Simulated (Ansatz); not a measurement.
In r²SCAN in the plane-wave PAW code Ansatz, RuRhN2 in the trigonal phase (R-3m; Ru on 3b, Rh on 3a, N on 6c) relaxes to a = 2.792 Å, c = 19.131 Å. Ru has 6 nearest neighbours from 2.05 Å (octahedral); Rh has 2 nearest neighbours from 1.92 Å (linear). Against the elements it lies at 0.41 eV/atom, with no fitted shifts.

Electronic character: metallic (no gap). The magnetic state found is ferromagnetic. The net moment is 0.10 μB per atom.

Bader charges are Ru +1.35, Rh +0.53, N -0.94 e.

The start of the workflow was typed in or built on a structure type; neither database checked (COD, Materials Project) lists it. Whether it is the stable phase at ambient conditions was not checked. Symmetry was held in the r²SCAN relaxation; its stability against distortions is not shown here. Spin order of the final state: ferromagnetic, the only order run, not a proven ground state. Its formation energy is positive at this level, so the cell may be metastable or incomplete. Other orbital occupations within this spin state were not tried. No Hubbard U is applied. The references are the lowest solids computed at this level, not always the standard phases (solids in place of the gases). Spin–orbit coupling is left out wherever it is not named.

Potentials: the later of the program's two PAW sets.
